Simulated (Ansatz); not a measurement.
MnH$_{2}$O$_{2}$:
```
MnH2O2
1.0
    2.86829     1.65597     0.00000
   -2.86829     1.65597     0.00000
   -0.00060     0.00000     4.60065
Mn H O
1 2 2
Direct
  0.91237   0.08763   0.02209
  0.57864   0.42136   0.46408
  0.24527   0.75473   0.58008
  0.57888   0.42112   0.25457
  0.24545   0.75455   0.78957
```
The run is spin-polarised; directions of the spins, atom by atom: ↑ 0 0 0 0.

Relaxed with r²SCAN+D4.

**Question.** Which orbitals make up the states near the band edges in DFT-r²SCAN+D4 in the program Ansatz with PAW potentials?

**Answer.** Top 1 eV of the valence band: Mn 3d 67 %, O 2p 28 %. Bottom 1 eV of the conduction band: Mn 4s 37 %, O 2s 26 %, H 1s 25 %, O 2p 7 %. Projections are on Löwdin-orthogonalised atomic valence shells; empty p or d shells of many metals are not among them.

**Question.** Tabulate the density of states.

**Answer.** States/eV per cell of 5 atoms, in 0.25 eV bins, energy from the valence-band maximum.

| E (eV) | total | Mn 3d | O 2p | H 1s |
|---|---|---|---|---|
| -7.88 | 1.59 | 0.10 | 1.12 | 0.22 |
| -7.63 | 1.25 | 0.08 | 0.89 | 0.17 |
| -7.38 | 0.77 | 0.05 | 0.55 | 0.10 |
| -7.13 | 0.50 | 0.03 | 0.37 | 0.07 |
| -6.88 | 0.31 | 0.01 | 0.23 | 0.04 |
| -6.63 | 0.15 | 0.00 | 0.12 | 0.02 |
| -6.38 | 0.26 | 0.03 | 0.19 | 0.00 |
| -6.13 | 0.56 | 0.06 | 0.42 | 0.01 |
| -5.88 | 0.79 | 0.09 | 0.61 | 0.01 |
| -5.63 | 1.81 | 0.26 | 1.39 | 0.02 |
| -5.38 | 4.79 | 1.23 | 3.38 | 0.03 |
| -5.13 | 2.84 | 0.46 | 2.23 | 0.02 |
| -4.88 | 3.64 | 0.29 | 3.15 | 0.03 |
| -4.63 | 4.18 | 0.25 | 3.76 | 0.03 |
| -4.38 | 5.78 | 0.52 | 5.12 | 0.01 |
| -4.13 | 2.55 | 0.24 | 2.24 | 0.00 |
| -3.88 | 2.27 | 0.16 | 2.06 | 0.00 |
| -3.63 | 1.61 | 0.08 | 1.50 | 0.00 |
| -3.38 | 0.78 | 0.02 | 0.75 | 0.00 |
| -3.13 | 0.13 | 0.00 | 0.13 | 0.00 |
| -2.88 | 0.00 | 0.00 | 0.00 | 0.00 |
| -2.63 | 0.29 | 0.27 | 0.01 | 0.00 |
| -2.38 | 3.85 | 3.68 | 0.10 | 0.02 |
| -2.13 | 1.50 | 1.32 | 0.17 | 0.01 |
| -1.88 | 6.36 | 5.73 | 0.56 | 0.02 |
| -1.63 | 0.00 | 0.00 | 0.00 | 0.00 |
| -1.38 | 0.00 | 0.00 | 0.00 | 0.00 |
| -1.13 | 0.47 | 0.37 | 0.05 | 0.01 |
| -0.88 | 2.36 | 1.76 | 0.40 | 0.03 |
| -0.63 | 1.33 | 0.91 | 0.34 | 0.02 |
| -0.38 | 2.54 | 1.60 | 0.87 | 0.01 |
| -0.13 | 1.30 | 0.78 | 0.51 | 0.00 |
| 0.12 | 0.00 | 0.00 | 0.00 | 0.00 |
| 0.37 | 0.00 | 0.00 | 0.00 | 0.00 |
| 0.62 | 0.00 | 0.00 | 0.00 | 0.00 |
| 0.87 | 0.00 | 0.00 | 0.00 | 0.00 |
| 1.12 | 0.00 | 0.00 | 0.00 | 0.00 |
| 1.37 | 0.01 | 0.00 | 0.00 | 0.00 |
| 1.62 | 0.02 | 0.00 | 0.00 | 0.01 |
| 1.87 | 0.04 | 0.00 | 0.00 | 0.01 |
| 2.12 | 0.06 | 0.00 | 0.01 | 0.02 |
| 2.37 | 0.10 | 0.01 | 0.01 | 0.02 |
| 2.62 | 0.58 | 0.40 | 0.02 | 0.04 |
| 2.87 | 1.46 | 1.15 | 0.05 | 0.06 |
| 3.12 | 1.84 | 1.55 | 0.05 | 0.06 |
| 3.37 | 2.37 | 2.03 | 0.09 | 0.09 |
| 3.62 | 3.49 | 2.85 | 0.14 | 0.23 |
| 3.87 | 3.71 | 3.14 | 0.11 | 0.21 |
| 4.12 | 1.20 | 0.82 | 0.05 | 0.15 |
| 4.37 | 1.04 | 0.62 | 0.06 | 0.16 |
| 4.62 | 1.72 | 1.25 | 0.10 | 0.15 |
| 4.87 | 4.32 | 3.49 | 0.47 | 0.12 |
| 5.12 | 0.74 | 0.30 | 0.11 | 0.14 |
| 5.37 | 0.76 | 0.18 | 0.11 | 0.19 |
| 5.62 | 0.89 | 0.14 | 0.13 | 0.26 |
| 5.87 | 0.92 | 0.12 | 0.13 | 0.28 |
| 6.12 | 0.94 | 0.11 | 0.14 | 0.29 |

Space group P-3m1. The first step of the workflow began from a Materials Project structure, measured or hypothetical; the Crystallography Open Database copy checked does not list it. Its standing as an ambient phase is unchecked. Symmetry was held in the r²SCAN+D4 relaxation; its stability against distortions is not shown here. The final state is ferromagnetic, the only order run, not a proven ground state. The cell computed holds one magnetic atom, so no antiferromagnetic order was within reach. Other orbital occupations within this spin state were not tried. No Hubbard U is applied.

Potentials: the later of the program's two PAW sets.
